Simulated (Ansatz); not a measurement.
Relaxed-ion elastic tensor of AlAs (zinc blende, F-43m) in GPa (Voigt order), the program Ansatz at the PBEsol level (PAW); density 3.70 g/cm³, 22.84 Å³ per atom.

```
      1     2     3     4     5     6
-  ----  ----  ----  ----  ----  ----
1   108  54.4  54.4   0.0   0.0   0.0
2  54.4   108  54.4   0.0   0.0   0.0
3  54.4  54.4   108   0.0   0.0   0.0
4   0.0   0.0   0.0  51.5   0.0   0.0
5   0.0   0.0   0.0   0.0  51.5   0.0
6   0.0   0.0   0.0   0.0   0.0  51.5
```

**Question.** Is the crystal mechanically stable?

**Answer.** Yes: the smallest eigenvalue of C is 51.5 GPa.

**Question.** Work out the Voigt, Reuss and Hill averages.

**Answer.** K_V = 72.3, K_R = 72.3, K_H = 72.3; G_V = 41.6, G_R = 37.6, G_H = 39.6 GPa.

**Question.** Give Young's modulus, Poisson's ratio, Pugh's ratio and the universal anisotropy index.

**Answer.** E = 9KG/(3K + G) = 100 GPa; ν = 0.27; K/G = 1.82 (near the Pugh limit of 1.75, no verdict); A_U = 5G_V/G_R + K_V/K_R − 6 = 0.53.

**Question.** Estimate the sound speeds and the Debye temperature.

**Answer.** v_l = √((K + 4G/3)/ρ) = 5810 m/s, v_t = √(G/ρ) = 3270 m/s, mean 3640 m/s; Θ = (h/k)(3n/4πV)^(1/3) v_m = 382 K.

**Question.** Give the Zener ratio and Young's modulus along [100], [110] and [111].

**Answer.** A = 2C44/(C11 − C12) = 1.92; 1/E = S11 − 2(S11 − S12 − S44/2)Γ with Γ = 0, 1/4, 1/3 gives 71.5, 105, 125 GPa.

The PBEsol relaxation kept the symmetry of its start.

Potentials: the later of the program's two PAW sets.
